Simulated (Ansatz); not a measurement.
WSe$_{2}$ in space group P6_3/mmc (No. 194; W on 2c, Se on 4f), LDA in the plane-wave PAW code Ansatz. The conduction-band minimum lies on the K–Γ line, 45 % of the way from K, with 6 equivalent valleys. Second derivatives d²E/dk² of the lowest band at one valley (eV·Å²), along Cartesian directions:

| direction | d²E/dk² |
|---|---|
| [100] | 16.03 |
| [010] | 17.52 |
| [001] | 19.67 |
| [110] | 18.06 |
| [101] | 17.86 |
| [011] | 18.60 |

**Question.** Find the principal effective masses, the density-of-states mass and the conductivity mass.

**Answer.** Off-diagonal terms follow from H_xy = H[110] − (H_xx + H_yy)/2, and m*/mₑ = 7.620 eV·Å² over each eigenvalue: 0.39, 0.42, 0.50. One valley's DOS mass (m₁m₂m₃)^(1/3) = 0.43, conductivity mass 3/(Σ 1/mᵢ) = 0.43 mₑ.

**Question.** What effective density of states Nc follows at 300 K for parabolic valleys?

**Answer.** Nc = 2.509e19 × 6 × (0.43)^(3/2) ≈ 4.2e19 cm⁻³.

**Question.** With the computed static dielectric constant 13.1 (mean of the diagonal), estimate a hydrogenic donor's binding energy and radius.

**Answer.** E = 13.606 eV × 0.43/13.1² ≈ 34 meV; a = 0.529 Å × ε/m* ≈ 16 Å. Semilocal masses tend to be too small where the gap is.

The cell was relaxed with LDA under the symmetry of its start; phonons on a q-mesh show no instability. No spin polarisation was allowed. A crystal of weakly bound layers computed without a dispersion correction: the cell and the soft elastic constants depend strongly on that. Spin–orbit coupling is left out wherever it is not named.

Potentials: the later of the program's two PAW sets.
